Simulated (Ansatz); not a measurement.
## Si: two-dimensional strain map

All numbers below come from DFT LDA, scalar-relativistic, plane waves, PAW in Ansatz. Settings: plane waves to 420 eV, k-mesh 8×8×8 (Γ-centred), Gaussian smearing 0.15 eV. No spin polarisation. Energies are free energies at this smearing, counted from the undisturbed cell; pressure is positive in compression.

The starting cell (relaxed at this level; this form isn't the usual structure):

```xyz
8
Lattice="-3.2837 3.2837 3.2837 3.2837 -3.2837 3.2837 3.2837 3.2837 -3.2837" Properties=species:S:1:pos:R:3 pbc="T T T"
Si    0.6715    0.6715    0.6715
Si   -0.6715    2.6122    0.6715
Si    0.6715   -0.6715    2.6122
Si    2.6122    0.6715   -0.6715
Si    2.6122    2.6122    2.6122
Si    0.6715    3.9552   -0.6715
Si   -0.6715    0.6715    3.9552
Si    3.9552   -0.6715    0.6715
```

The cell is strained by p along both x and y and by q along z, fractional coordinates fixed. Points are written (p, q).

Energy above the undisturbed cell in meV/atom (a dash: not computed):

```
 p \ q  -0.030  -0.015  0.000  0.015  0.030
-0.030    51.9    36.9   28.0   24.8   26.8
-0.015    23.7       –    6.7      –   11.4
 0.000    10.7       ?    0.0    2.5    9.8
 0.015       ?       –    6.2      –      –
 0.030       ?       –   24.0      –      ?
```

Q: Fill in the withheld energies.

A: (0.000, -0.015): 2.6; (0.015, -0.030): 11.3; (0.030, -0.030): 23.9; (0.030, 0.030): 42.6.

Cost: 18 runs of about 11 core-minutes in all, on AMD EPYC (Zen 3) (shared hosts).